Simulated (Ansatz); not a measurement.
Ansatz (a first-principles code) input:

Ansatz 0.2 input:
```yaml
crystal:
  lattice:
    - [5.3506027939, 3.0891719634, 1.5243871462]
    - [-5.3506027939, 3.0891719634, 1.5243871462]
    - [0.0, -6.1783439268, 1.5243871462]
  atoms:
    - { symbol: Se, position: [0.832979597, 0.6977385746, 0.0911871537] }
    - { symbol: Se, position: [0.167020403, 0.3022614254, 0.9088128463] }
    - { symbol: Se, position: [0.0911871537, 0.832979597, 0.6977385746] }
    - { symbol: Se, position: [0.9088128463, 0.167020403, 0.3022614254] }
    - { symbol: Se, position: [0.6977385746, 0.0911871537, 0.832979597] }
    - { symbol: Se, position: [0.3022614254, 0.9088128463, 0.167020403] }
kpoints:
  mp_grid: { grid: [7, 7, 7] }
hamiltonian:
  xc: pbesol
  pseudopotentials: { kind: paw }
scf:
  occupations: { method: fixed }
elastic: { mode: relaxed_ion, stencil: two_point, amplitude: 0.005, f_tol: 0.0005 }
```

Output (shortened):

```
Pseudopotential: Se, paw, valence charge 16
Functional definition: PBEsol
Crystal: 6 atoms, lattice volume = 151.179 Å³
Basis set: ecut = 420 eV, 2993 PW (Γ), exchange–correlation on 90×90×90 points (8 copies of the dense FFT grid, shifted against one another)
Bands: 58, of which v1, the nominal top of the filled ones, is band 48 counted from 1 (47 counted from 0)
Symmetry: 6 space group operations
Space group: R-3 (ITA 148), of the structure as read, at distance tolerance 5.3e-5 Å
k-points: 60 of 343
SCF 1 converged in 11 iterations: F = -32545.034681 eV  dr2 = 3.31e-14
Crystal: 6 atoms, lattice volume = 150.423 Å³
Basis set: ecut = 420 eV, 2977 PW (Γ), exchange–correlation on 90×90×90 points (8 copies of the dense FFT grid, shifted against one another)
Symmetry: 2 space group operations
k-points: 172 of 343
SCF 2 converged in 13 iterations: F = -32545.033062 eV  dr2 = 7.37e-14
relax step   1: F+E_penalty+E_count = -32545.03306171 eV  Δ(F+E_penalty+E_count) = +0.000e0 eV  max|allowed force component| = 5.419e-2 eV/Å  Δτ_max = 0.0000 Å  (13 SCF iters, accepted)
Crystal: 6 atoms, lattice volume = 150.423 Å³
SCF 3 converged in 12 iterations: F = -32545.033557 eV  dr2 = 2.83e-14
relax step   2: F+E_penalty+E_count = -32545.03355749 eV  Δ(F+E_penalty+E_count) = -4.958e-4 eV  max|allowed force component| = 2.819e-2 eV/Å  Δτ_max = 0.0128 Å  (12 SCF iters, accepted)
Crystal: 6 atoms, lattice volume = 150.423 Å³
SCF 4 converged in 11 iterations: F = -32545.033882 eV  dr2 = 7.23e-14
relax step   3: F+E_penalty+E_count = -32545.03388209 eV  Δ(F+E_penalty+E_count) = -3.246e-4 eV  max|allowed force component| = 9.961e-3 eV/Å  Δτ_max = 0.0060 Å  (11 SCF iters, accepted)
Crystal: 6 atoms, lattice volume = 150.423 Å³
SCF 5 converged in 12 iterations: F = -32545.033875 eV  dr2 = 4.63e-14
relax step   4: F+E_penalty+E_count = -32545.03387457 eV  Δ(F+E_penalty+E_count) = +7.516e-6 eV  max|allowed force component| = 1.093e-2 eV/Å  Δτ_max = 0.0073 Å  (12 SCF iters, rejected (line search))
Crystal: 6 atoms, lattice volume = 150.423 Å³
SCF 6 converged in 10 iterations: F = -32545.033988 eV  dr2 = 9.85e-14
relax step   5: F+E_penalty+E_count = -32545.03398761 eV  Δ(F+E_penalty+E_count) = -1.055e-4 eV  max|allowed force component| = 1.203e-3 eV/Å  Δτ_max = 0.0037 Å  (10 SCF iters, accepted)
Crystal: 6 atoms, lattice volume = 150.423 Å³
SCF 7 converged in 8 iterations: F = -32545.033989 eV  dr2 = 4.34e-14
relax step   6: F+E_penalty+E_count = -32545.03398851 eV  Δ(F+E_penalty+E_count) = -8.984e-7 eV  max|allowed force component| = 1.309e-4 eV/Å  Δτ_max = 0.0003 Å  (8 SCF iters, accepted)
Crystal: 6 atoms, lattice volume = 150.423 Å³
SCF 8 converged in 4 iterations: F = -32545.033989 eV  dr2 = 7.01e-15
Crystal: 6 atoms, lattice volume = 151.935 Å³
Basis set: ecut = 420 eV, 2997 PW (Γ), exchange–correlation on 90×90×90 points (8 copies of the dense FFT grid, shifted against one another)
SCF 9 converged in 13 iterations: F = -32545.033102 eV  dr2 = 7.06e-14
relax step   1: F+E_penalty+E_count = -32545.03310168 eV  Δ(F+E_penalty+E_count) = +0.000e0 eV  max|allowed force component| = 5.189e-2 eV/Å  Δτ_max = 0.0000 Å  (13 SCF iters, accepted)
Crystal: 6 atoms, lattice volume = 151.935 Å³
SCF 10 converged in 11 iterations: F = -32545.033995 eV  dr2 = 2.85e-14
relax step   2: F+E_penalty+E_count = -32545.03399455 eV  Δ(F+E_penalty+E_count) = -8.929e-4 eV  max|allowed force component| = 5.381e-3 eV/Å  Δτ_max = 0.0074 Å  (11 SCF iters, accepted)
Crystal: 6 atoms, lattice volume = 151.935 Å³
SCF 11 converged in 10 iterations: F = -32545.034018 eV  dr2 = 9.73e-14
relax step   3: F+E_penalty+E_count = -32545.03401784 eV  Δ(F+E_penalty+E_count) = -2.329e-5 eV  max|allowed force component| = 2.341e-3 eV/Å  Δτ_max = 0.0019 Å  (10 SCF iters, accepted)
Crystal: 6 atoms, lattice volume = 151.935 Å³
SCF 12 converged in 8 iterations: F = -32545.034019 eV  dr2 = 6.83e-14
relax step   4: F+E_penalty+E_count = -32545.03401940 eV  Δ(F+E_penalty+E_count) = -1.567e-6 eV  max|allowed force component| = 2.369e-4 eV/Å  Δτ_max = 0.0004 Å  (8 SCF iters, accepted)
Crystal: 6 atoms, lattice volume = 151.935 Å³
SCF 13 converged in 4 iterations: F = -32545.034019 eV  dr2 = 6.67e-15
Crystal: 6 atoms, lattice volume = 150.423 Å³
Basis set: ecut = 420 eV, 2981 PW (Γ), exchange–correlation on 90×90×90 points (8 copies of the dense FFT grid, shifted against one another)
SCF 14 converged in 11 iterations: F = -32545.034193 eV  dr2 = 5.11e-14
relax step   1: F+E_penalty+E_count = -32545.03419275 eV  Δ(F+E_penalty+E_count) = +0.000e0 eV  max|allowed force component| = 3.034e-2 eV/Å  Δτ_max = 0.0000 Å  (11 SCF iters, accepted)
Crystal: 6 atoms, lattice volume = 150.423 Å³
SCF 15 converged in 10 iterations: F = -32545.034309 eV  dr2 = 1.11e-14
relax step   2: F+E_penalty+E_count = -32545.03430887 eV  Δ(F+E_penalty+E_count) = -1.161e-4 eV  max|allowed force component| = 1.479e-2 eV/Å  Δτ_max = 0.0066 Å  (10 SCF iters, accepted)
Crystal: 6 atoms, lattice volume = 150.423 Å³
SCF 16 converged in 10 iterations: F = -32545.034515 eV  dr2 = 5.08e-15
relax step   3: F+E_penalty+E_count = -32545.03451509 eV  Δ(F+E_penalty+E_count) = -2.062e-4 eV  max|allowed force component| = 4.391e-3 eV/Å  Δτ_max = 0.0048 Å  (10 SCF iters, accepted)
Crystal: 6 atoms, lattice volume = 150.423 Å³
SCF 17 converged in 8 iterations: F = -32545.034529 eV  dr2 = 1.94e-14
relax step   4: F+E_penalty+E_count = -32545.03452872 eV  Δ(F+E_penalty+E_count) = -1.363e-5 eV  max|allowed force component| = 8.128e-4 eV/Å  Δτ_max = 0.0012 Å  (8 SCF iters, accepted)
Crystal: 6 atoms, lattice volume = 150.423 Å³
SCF 18 converged in 7 iterations: F = -32545.034529 eV  dr2 = 8.58e-14
relax step   5: F+E_penalty+E_count = -32545.03452924 eV  Δ(F+E_penalty+E_count) = -5.152e-7 eV  max|allowed force component| = 1.459e-4 eV/Å  Δτ_max = 0.0002 Å  (7 SCF iters, accepted)
Crystal: 6 atoms, lattice volume = 150.423 Å³
SCF 19 converged in 4 iterations: F = -32545.034529 eV  dr2 = 3.48e-14
Crystal: 6 atoms, lattice volume = 151.935 Å³
Basis set: ecut = 420 eV, 3017 PW (Γ), exchange–correlation on 90×90×90 points (8 copies of the dense FFT grid, shifted against one another)
SCF 20 converged in 11 iterations: F = -32545.034187 eV  dr2 = 4.19e-14
relax step   1: F+E_penalty+E_count = -32545.03418731 eV  Δ(F+E_penalty+E_count) = +0.000e0 eV  max|allowed force component| = 3.033e-2 eV/Å  Δτ_max = 0.0000 Å  (11 SCF iters, accepted)
Crystal: 6 atoms, lattice volume = 151.935 Å³
SCF 21 converged in 9 iterations: F = -32545.034516 eV  dr2 = 4.30e-14
relax step   2: F+E_penalty+E_count = -32545.03451587 eV  Δ(F+E_penalty+E_count) = -3.286e-4 eV  max|allowed force component| = 2.956e-3 eV/Å  Δτ_max = 0.0033 Å  (9 SCF iters, accepted)
Crystal: 6 atoms, lattice volume = 151.935 Å³
SCF 22 converged in 8 iterations: F = -32545.034524 eV  dr2 = 3.58e-14
relax step   3: F+E_penalty+E_count = -32545.03452378 eV  Δ(F+E_penalty+E_count) = -7.905e-6 eV  max|allowed force component| = 1.852e-4 eV/Å  Δτ_max = 0.0008 Å  (8 SCF iters, accepted)
Crystal: 6 atoms, lattice volume = 151.935 Å³
SCF 23 converged in 4 iterations: F = -32545.034524 eV  dr2 = 7.71e-15
Crystal: 6 atoms, lattice volume = 151.178 Å³
SCF 24 converged in 13 iterations: F = -32545.034132 eV  dr2 = 6.98e-15
relax step   1: F+E_penalty+E_count = -32545.03413165 eV  Δ(F+E_penalty+E_count) = +0.000e0 eV  max|allowed force component| = 4.108e-2 eV/Å  Δτ_max = 0.0000 Å  (13 SCF iters, accepted)
Crystal: 6 atoms, lattice volume = 151.178 Å³
SCF 25 converged in 11 iterations: F = -32545.034426 eV  dr2 = 6.97e-15
relax step   2: F+E_penalty+E_count = -32545.03442570 eV  Δ(F+E_penalty+E_count) = -2.941e-4 eV  max|allowed force component| = 1.668e-2 eV/Å  Δτ_max = 0.0073 Å  (11 SCF iters, accepted)
Crystal: 6 atoms, lattice volume = 151.178 Å³
SCF 26 converged in 11 iterations: F = -32545.034513 eV  dr2 = 1.41e-14
relax step   3: F+E_penalty+E_count = -32545.03451256 eV  Δ(F+E_penalty+E_count) = -8.685e-5 eV  max|allowed force component| = 8.790e-3 eV/Å  Δτ_max = 0.0037 Å  (11 SCF iters, accepted)
Crystal: 6 atoms, lattice volume = 151.178 Å³
SCF 27 converged in 10 iterations: F = -32545.034531 eV  dr2 = 1.05e-14
relax step   4: F+E_penalty+E_count = -32545.03453070 eV  Δ(F+E_penalty+E_count) = -1.815e-5 eV  max|allowed force component| = 1.380e-3 eV/Å  Δτ_max = 0.0011 Å  (10 SCF iters, accepted)
Crystal: 6 atoms, lattice volume = 151.178 Å³
SCF 28 converged in 7 iterations: F = -32545.034531 eV  dr2 = 6.86e-14
relax step   5: F+E_penalty+E_count = -32545.03453104 eV  Δ(F+E_penalty+E_count) = -3.386e-7 eV  max|allowed force component| = 3.730e-4 eV/Å  Δτ_max = 0.0001 Å  (7 SCF iters, accepted)
Crystal: 6 atoms, lattice volume = 151.178 Å³
SCF 29 converged in 4 iterations: F = -32545.034531 eV  dr2 = 1.24e-14
Crystal: 6 atoms, lattice volume = 151.178 Å³
SCF 30 converged in 13 iterations: F = -32545.034132 eV  dr2 = 7.69e-14
relax step   1: F+E_penalty+E_count = -32545.03413171 eV  Δ(F+E_penalty+E_count) = +0.000e0 eV  max|allowed force component| = 4.111e-2 eV/Å  Δτ_max = 0.0000 Å  (13 SCF iters, accepted)
Crystal: 6 atoms, lattice volume = 151.178 Å³
SCF 31 converged in 10 iterations: F = -32545.034531 eV  dr2 = 6.33e-14
relax step   2: F+E_penalty+E_count = -32545.03453147 eV  Δ(F+E_penalty+E_count) = -3.998e-4 eV  max|allowed force component| = 7.313e-4 eV/Å  Δτ_max = 0.0054 Å  (10 SCF iters, accepted)
Crystal: 6 atoms, lattice volume = 151.178 Å³
SCF 32 converged in 8 iterations: F = -32545.034532 eV  dr2 = 1.81e-14
relax step   3: F+E_penalty+E_count = -32545.03453164 eV  Δ(F+E_penalty+E_count) = -1.678e-7 eV  max|allowed force component| = 8.189e-5 eV/Å  Δτ_max = 0.0002 Å  (8 SCF iters, accepted)
Crystal: 6 atoms, lattice volume = 151.178 Å³
SCF 33 converged in 4 iterations: F = -32545.034532 eV  dr2 = 3.02e-14
SCF converged after 11 iterations
Free energy (F): -32545.034681 eV
Harris-Foulkes:  -32545.034681 eV  (|F-HF|=0.00e0)
Internal energy: -32545.034681 eV  (E = F + TS)
E sigma→0 (E₀):  -32545.034681 eV
Fermi energy:    7.595923 eV
--- Per-component energies (eV) ---
  E_band       = -2377.285428
  E_kinetic    = 703.377290
  E_local      = -14973.459355  (includes V_loc(G=0)·N_el)
  E_nonlocal   = -3547.348206
  E_hartree    = 7363.483965
  E_xc         = -616.798326
  E_vxc        = -584.206374  (∫ρ·V_xc dr)
  E_paw        = -11211.600840  (= ΣΔE_a)
  E_vpaw       = 1297.386829  (= ΣTr[D̂ρ^β])
  E_aug_tail   = -0.003541  (compensation charges beyond the density's cutoff)
  E_ewald      = -10268.736371
  E_core_change = 6.050703  (= ΣΔE_core)
  E_smearing   =  0.000000  (= −TS)
  E_closure    =  0.000000  (closes the sum)
  Σ components = -32545.034681   (vs F -32545.034681, Δ=0.00e0)
--- Forces (eV/Å), atoms counted from 1 ---
  atom   1  Se     0.00003489     0.00000667    -0.00003186
  atom   2  Se    -0.00003489    -0.00000667     0.00003186
  atom   3  Se    -0.00002322     0.00002688    -0.00003186
  atom   4  Se     0.00002322    -0.00002688     0.00003186
  atom   5  Se    -0.00001167    -0.00003355    -0.00003186
  atom   6  Se     0.00001167     0.00003355     0.00003186
  max |Σ_I F_I| component: 4.62e-18 eV/Å
--- Stress (GPa, compression-positive) ---
       -0.000144       0.000000       0.000000
        0.000000      -0.000144       0.000000
        0.000000       0.000000      -0.001147
  P = ⅓ Tr σ = -0.0005 GPa (-0.005 kbar)
--- Band table (eV; the first three rows and the last of 60) ---
  k-point 0: bands = ["-40.6057", "-40.5897", "-40.5897", "-40.5649", "-40.5640", "-40.5640", "-40.5530", "-40.5530", "-40.5516", "-40.5396", "-40.5396", "-40.5176", "-40.3944", "-40.3934", "-40.3934", "-40.3930", "-40.3927", "-40.3927", "-40.3357", …
  k-point 1: bands = ["-40.6059", "-40.5896", "-40.5893", "-40.5649", "-40.5640", "-40.5639", "-40.5531", "-40.5530", "-40.5515", "-40.5399", "-40.5396", "-40.5175", "-40.3944", "-40.3934", "-40.3934", "-40.3930", "-40.3927", "-40.3927", "-40.3357", …
  k-point 2: bands = ["-40.6066", "-40.5893", "-40.5884", "-40.5650", "-40.5642", "-40.5637", "-40.5533", "-40.5531", "-40.5512", "-40.5406", "-40.5396", "-40.5173", "-40.3943", "-40.3935", "-40.3933", "-40.3929", "-40.3928", "-40.3927", "-40.3357", …
  k-point 59: bands = ["-40.6069", "-40.5885", "-40.5883", "-40.5646", "-40.5645", "-40.5642", "-40.5532", "-40.5531", "-40.5511", "-40.5396", "-40.5394", "-40.5190", "-40.3938", "-40.3935", "-40.3935", "-40.3929", "-40.3929", "-40.3927", "-40.3363", …
--- Elastic constants: 3 strain directions × 2 members + reference (group order 6) ---
  dense FFT box of the reference and of every strained cell: 45×45×45
  strains applied: 11, 33, 23; error gains …
  C = ∂σ_k/∂η_j (tension-positive GPa; Voigt order 11 22 33 23 13 12):
        57.385      3.131     10.735      3.138     -6.934      0.010
         3.131     57.385     10.735     -3.138      6.934     -0.010
        10.743     10.743     12.928      0.000      0.000      0.000
         3.144     -3.144      0.000     12.671      0.001      6.959
        -6.959      6.959      0.000     -0.001     12.671      3.144
        -0.010      0.010      0.000      6.934      3.138     27.127
  reference stress σ⁰ (GPa):      0.000      0.000      0.001      0.000      0.000      0.000
  moduli (Voigt/Reuss/Hill, GPa): K = 19.66/12.71/16.18   G = 17.37/10.15/13.76   E = 32.16   ν = 0.169
  mechanically stable: yes (min eigenvalue of sym C = 8.49 GPa)
  strain η (Voigt 11):  stress-route row diagonal C_11 = 57.39 GPa, energy-path curvature d²(F+E_count+ΔE)/dδ²/Ω₀ = 57.34 GPa
         δ    σ_11 (GPa)             F (eV)   n_scf  n_hpsi   n_pw
    -5.000e-3      -0.2962      -32545.0339885       4  111545   2977   relax 6 steps, max|allowed force component| 1.31e-4 eV/Å
     5.000e-3       0.2776      -32545.0340194       4   95729   2998   relax 4 steps, max|allowed force component| 2.37e-4 eV/Å
  strain η (Voigt 33):  stress-route row diagonal C_33 = 12.93 GPa, energy-path curvature d²(F+E_count+ΔE)/dδ²/Ω₀ = 12.92 GPa
         δ    σ_33 (GPa)             F (eV)   n_scf  n_hpsi   n_pw
    -5.000e-3      -0.0653      -32545.0345292       4   38399   2981   relax 5 steps, max|allowed force component| 1.46e-4 eV/Å
     5.000e-3       0.0640      -32545.0345238       4   38584   3017   relax 3 steps, max|allowed force component| 1.85e-4 eV/Å
  strain η (Voigt 23):  stress-route row diagonal C_44 = 12.67 GPa, energy-path curvature d²(F+E_count+ΔE)/dδ²/Ω₀ = 12.65 GPa
         δ    σ_23 (GPa)             F (eV)   n_scf  n_hpsi   n_pw
    -5.000e-3      -0.0633      -32545.0345310       4  117004   2993   relax 5 steps, max|allowed force component| 3.73e-4 eV/Å
     5.000e-3       0.0634      -32545.0345316       4  109455   2997   relax 3 steps, max|allowed force component| 8.19e-5 eV/Å
```

Cost: roughly 23 core-minutes on shared cores.

The first step of the workflow began from a Materials Project structure, measured or hypothetical; the Crystallography Open Database files this formula in space group No. 148, but the cells were not matched. It is not the phase usual at ambient conditions (space group No. 152). The PBEsol relaxation kept the symmetry of its start; its stability against distortions is not shown here. A crystal of weakly bound molecules computed without a dispersion correction: the cell and the soft elastic constants depend strongly on that. Spin–orbit coupling is left out wherever it is not named.

Potentials: the later of the program's two PAW sets.

Ansatz is a plane-wave DFT program.
